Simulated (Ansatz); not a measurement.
Rough cost of magnetic runs on MnV (Pm-3m) in Ansatz 0.2.0, 1 thread of Intel(R) Xeon(R) Platinum 8259CL CPU @ 2.50GHz (Skylake/Cascade Lake), on a shared host.

```
Mn V
1.0
     2.90000    0.00000    0.00000
     0.00000    2.90000    0.00000
     0.00000    0.00000    2.90000
Mn V
1 1
Direct
  0.00000 0.00000 0.00000
  0.50000 0.50000 0.50000
```

| run | functional, mesh | k points solved | bands | iterations | wall time (s) | peak memory (GiB) |
| --- | --- | --- | --- | --- | --- | --- |
| LAPW: volume scaled by 0.95 | LDA, 11×11×11 | 56 | 21 | 13 | 52 | 0.54 |
| PAW: volume scaled by 0.8 | LDA, 11×11×11 | 56 | 21 | 12 | 5.7 | 0.41 |
| PAW: no spin polarisation | LDA, 11×11×11 | 56 | 18 | 6 | 1.7 | 0.37 |
| LAPW: volume scaled by 1.18, no spin polarisation | LDA, 11×11×11 | 56 | 18 | 12 | 16 | 0.4 |
| PAW: volume scaled by 0.85 | LDA, 11×11×11 | 56 | 21 | 13 | 9.2 | 0.42 |
| PAW: volume scaled by 1.1 | LDA, 11×11×11 | 56 | 21 | 14 | 12 | 0.43 |
| PAW: volume scaled by 1.05 | LDA, 11×11×11 | 56 | 21 | 12 | 8 | 0.42 |
| LAPW: volume scaled by 1.05 | LDA, 11×11×11 | 56 | 21 | 14 | 56 | 0.53 |
| LAPW: free moments | LDA, 11×11×11 | 56 | 21 | 14 | 56 | 0.54 |

Task: Roughly how much dearer is an iteration by LAPW than by PAW among the runs with the first row's mesh and spin treatment (collinear)?

Result: About 6 times (medians of wall time over iterations; times from a shared host are rough).

Runs with the default search for lower states can spend part of their time in further cycles.
